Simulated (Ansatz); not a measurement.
## Notes on Rb$_{2}$MnAs$_{2}$

```xyz
10
Lattice="0.0000 0.0000 6.5836 7.2150 0.0000 0.0000 3.6075 6.8560 -3.2918" Properties=species:S:1:pos:R:3 pbc="T T T"
As    5.0015    5.4135    3.2918
As    5.8211    1.4425    0.0000
As    1.3939    1.4425    3.2918
As    9.4286    5.4135    0.0000
Rb    2.3781    1.9896    0.0000
Rb    8.4445    4.8664    3.2918
Rb    5.9856    4.8664    0.0000
Rb    4.8369    1.9896    3.2918
Mn    0.0000    0.0000    1.6459
Mn    0.0000    0.0000    4.9377
```

The numbers come from plane-wave PAW DFT (Ansatz): PBEsol, no spin polarisation, 420 eV, 6×6×6 Γ-centred k points, fermi-dirac occupations (width 0.1435 eV). Nothing was relaxed.

Charges: Bader charges in e: Rb +0.71, Mn +0.44, As -0.93. In the mean Rb gives up most and As takes most.
Stress: The pressure is -5.8 GPa (compression positive), so with the atoms held at these fractions the cell would first shrink; the forces are large, so a full relaxation may end otherwise. The principal stresses -8.3, -4.7, -4.4 GPa differ, so its shape would change too.
Forces: The largest is on As3 (and as large on other atoms): 2.91 eV/Å, components (-2.04, -2.07, 0.00). It makes 39° with the line to a nearest neighbour, Mn9 at 2.59 Å, pointing towards it.
At the Fermi level: It is a metal, with about 7.9 states/eV a cell as the mean within 0.25 eV of the Fermi level, mostly Mn d (58 %) and As p (37 %).

Origin: a known structure type with other elements, at an estimated volume, so it need not be a known compound. Caveats: no spin polarisation, so a magnetic state may lie lower; atoms or cell far from equilibrium.
